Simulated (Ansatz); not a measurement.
CoIrPt:
```
CoIrPt
1.0
    2.69313     0.00000     0.00000
   -1.34657     2.33232     0.00000
    0.00000     0.00000     6.57771
Co Pt Ir
1 1 1
Direct
  0.00000   0.00000   0.99516
  0.33333   0.66667   0.31909
  0.66667   0.33333   0.68574
```
The run is spin-polarised; directions of the spins, atom by atom: ↑ ↑ ↑.

Relaxed with r²SCAN.

### Question
Map the electron localisation function on the plane through (0.000, 0.000, 0.995) spanned by u = [0, 0, 1] and v = [1, -1, 0] in lattice vectors, from r²SCAN (plane waves, PAW; program Ansatz).

### Answer
x is the fraction of u, y of v (the angle between them is 90°; rows are the nearest grid lines); atoms in the plane: Co at (0.00, 0.00), Pt at (0.32, 0.33), Ir at (0.69, 0.67).
```
|@@%-.  .:::...     ..::::::.  -%@@|
|@@#:  ..::....     ..::::::.  :#@@|
|#*=.  ..:......    .......::  .-*#|
|-:.   ...:::...   ...:::..::.  .:-|
|      ....:::......:-====-:::.    |
|      .....:.......-+****+=:::.   |
|..     ............=**++**+-::::..|
|:...    ..........:=*+-:=*+-::-:::|
|:...    ..........:=*+-:=*+-::-:::|
|:...   ...........:=**+=+*+-::-:::|
|...................-+*****=::::::.|
|........::-:::.....:-=+++=-:::::..|
|...:::::-=+==-:......:::::..:::...|
|..:::::-+****+=:..................|
|.::::::=+*****=:....::::..........|
|.::::::=+*****+-...::::::...   ...|
|.::::::=+*****+-...::::::...   ...|
|...::::-+*****=:....::::::....   .|
|   .:::-=+++++=:....:::::::..     |
|     :::--===-:.....::::::::.     |
|-:.  .::..::::..  ..::::::::.  .:-|
|#*-.  .........    ..:::::::  .=*#|
|@@#:  ..:.....     ..::::::.  :#@@|
|@@%-.  .:::...     ..::::::.  -%@@|
```
Scale: ten equal steps from 0.117 (start of ' ') to 0.987 (end of '@'), in the order ' .:-=+*#%@'; x runs from 0.000 to 1.00, y from 0.000 (bottom) to 1.00 (top).

The density is the valence pseudo-density with augmentation charge, so density and ELF within about 1 Å of a nucleus are not all-electron values.

Space group P3m1. The start of the workflow was typed in or built on a structure type; neither database checked (COD, Materials Project) lists it. Its standing as an ambient phase is unchecked. The cell was relaxed with r²SCAN under the symmetry of its start; its stability against distortions is not shown here. Magnetic state: ferromagnetic, chosen from 3 collinear starts compared on coarse meshes (ties went to the first, and starts can fall back to one state), not a proven ground state. Other orbital occupations within this spin state were not tried. Spin–orbit coupling is left out wherever it is not named.

Potentials: the later of the program's two PAW sets.
